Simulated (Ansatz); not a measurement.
AlGa₃O₆: relaxed-ion elastic tensor

All numbers below come from DFT PBE, scalar-relativistic, plane waves, PAW (Ansatz 0.2.0). Cutoff 420 eV, 6×6×6 k-points (Γ-centred), fixed occupations. No spin polarisation.

Relaxed structure:
```
Al Ga O
1.0
     2.49775    1.44207    4.49758
    -2.49775    1.44207    4.49758
     0.00000   -2.88415    4.49758
Al Ga O
1 3 6
Direct
  0.14967 0.14967 0.14967
  0.35939 0.35939 0.35939
  0.85501 0.85501 0.85501
  0.64426 0.64426 0.64426
  0.25134 0.54292 0.94702
  0.54292 0.94702 0.25134
  0.94702 0.25134 0.54292
  0.76479 0.43286 0.05274
  0.43286 0.05274 0.76479
  0.05274 0.76479 0.43286
```

The cell was found from a structure generator's guess, not taken from experiment.

(1) Give the relaxed-ion elastic constants (GPa, Voigt order xx yy zz yz xz xy, on the Cartesian axes of the cell above).

(2) Is the crystal stable against homogeneous strain?

(3) And the moduli of a polycrystal (Hill averages)?

Results:

(1)
```
374.3 159.8 112.5  18.9   1.8   0.0
159.8 374.3 112.5 -18.9  -1.8   0.0
112.3 112.3 348.9   0.0   0.0   0.0
 18.9 -18.9   0.0  81.1   0.0  -1.8
  1.8  -1.8   0.0   0.0  81.1  18.9
  0.0   0.0   0.0  -1.8  18.9 107.3
```

(2) Yes: the least eigenvalue of the tensor is 71.1 GPa.

(3) B = 207 GPa, G = 98 GPa, E = 254 GPa, ν = 0.30.
